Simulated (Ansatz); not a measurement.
Molecular dynamics on a 2×2×1 supercell (16 atoms) of In2BiP (ordering on zincblende), relaxed with r2SCAN. Forces come from r2SCAN in the plane-wave code Ansatz: a Langevin thermostat at fixed volume, 300 K, steps of 2 fs. Classical nuclei, no spin polarisation; a few dozen steps show the first response, not equilibrium. The structure comes from a prototype and may be hypothetical.

```yaml
crystal:
  lattice:
    - [8.9178982758, 0.0, 0.0]
    - [0.0, 8.9178982758, 0.0]
    - [0.0, 0.0, 6.3674688212]
  atoms:
    - { symbol: P, position: [0.0, 0.0, 0.0] }
    - { symbol: In, position: [0.0, 0.25, 0.7814219073] }
    - { symbol: Bi, position: [0.25, 0.25, 0.5] }
    - { symbol: In, position: [0.25, 0.0, 0.2185780927] }
    - { symbol: P, position: [0.0, 0.5, 0.0] }
    - { symbol: In, position: [0.0, 0.75, 0.7814219073] }
    - { symbol: Bi, position: [0.25, 0.75, 0.5] }
    - { symbol: In, position: [0.25, 0.5, 0.2185780927] }
    - { symbol: P, position: [0.5, 0.0, 0.0] }
    - { symbol: In, position: [0.5, 0.25, 0.7814219073] }
    - { symbol: Bi, position: [0.75, 0.25, 0.5] }
    - { symbol: In, position: [0.75, 0.0, 0.2185780927] }
    - { symbol: P, position: [0.5, 0.5, 0.0] }
    - { symbol: In, position: [0.5, 0.75, 0.7814219073] }
    - { symbol: Bi, position: [0.75, 0.75, 0.5] }
    - { symbol: In, position: [0.75, 0.5, 0.2185780927] }
kpoints:
  mp_grid: { grid: [2, 2, 2] }
hamiltonian:
  xc: r2scan
scf:
  occupations: { method: fermi_dirac, width: 0.026 }
md:
  ensemble: nvt_langevin
  temperature: 300
  timestep: 2.0
  n_steps: 20
  initial_velocities: maxwell_boltzmann
  seed: 4552
```

Command: `ansatz run input.yaml --threads 4 --pin off --max-ram 3686MiB --backend cpu --events-out ev --progress --plain --runs-dir out`. Wall time 5.6 min on 4 threads of Arm Neoverse V2 (shared host), load about 0.6 per core; peak host memory 2.9 GiB.

```
step  t (fs)  T (K)  free energy F from step 0 (meV/atom)  kinetic energy (meV/atom)  largest force (eV/Å)
   0       0    281                                   0.0                       36.4                  0.05
   1       2    304                                   0.2                       39.3                  0.14
   2       4    305                                   0.7                       39.4                  0.29
   3       6    311                                   1.6                       40.2                  0.44
   4       8    261                                   2.7                       33.7                  0.57
   5      10    251                                   3.9                       32.5                  0.68
   6      12    235                                   5.3                       30.4                  0.79
   7      14    220                                   6.9                       28.5                  0.90
   8      16    213                                   8.6                       27.5                  0.99
   9      18    210                                  10.3                       27.1                  1.09
  10      20    211                                  12.1                       27.2                  1.16
  11      22    209                                  13.7                       27.0                  1.22
  12      24    209                                  15.1                       27.0                  1.25
  13      26    200                                  16.1                       25.9                  1.25
  14      28    193                                  17.0                       25.0                  1.23
  15      30    197                                  17.7                       25.5                  1.19
  16      32    170                                  18.2                       22.0                  1.13
  17      34    160                                  18.6                       20.6                  1.07
  18      36    178                                  19.0                       23.0                  1.05
  19      38    162                                  19.3                       20.9                  1.07
  20      40    178                                  19.4                       23.0                  1.09
```

The temperature starts at 281 K, is lowest at step 17 (160 K, 34 fs) and ends at 178 K. The thermostat hasn't had time to restore it. The atoms start on their lattice sites with kinetic energy alone, so much of it first passes into potential energy. By the last step the atoms have moved 0.07 Å in the root mean square, the drift of the whole cell taken out, 0.11 Å at most.

Positions (Å) and forces (eV/Å) at step 20:
```
P    0.016  -0.022  -0.015    -0.431   0.460   0.018
In  -0.037   2.264   4.899     0.806  -0.285   0.637
Bi   2.257   2.191   3.189     0.141   0.004  -0.112
In   2.211  -0.029   1.348     0.206   0.245   0.048
P   -0.024   4.443  -0.031    -0.160  -0.023   0.193
In  -0.011   6.692   5.056     0.223  -0.085  -0.690
Bi   2.273   6.655   3.092    -0.321   0.146   0.644
In   2.185   4.427   1.375     0.044  -0.296  -0.045
P    4.470   0.086  -0.064    -0.004  -0.679   0.527
In   4.564   2.214   4.966    -0.703   0.573  -0.047
Bi   6.723   2.261   3.231    -0.304  -0.142  -1.038
In   6.658  -0.014   1.435     0.147   0.314  -0.335
P    4.383   4.496  -0.059     0.404  -0.368   0.354
In   4.458   6.699   5.007     0.033   0.272  -0.364
Bi   6.689   6.668   3.127     0.070   0.142   0.710
In   6.656   4.476   1.405    -0.151  -0.279  -0.500
```
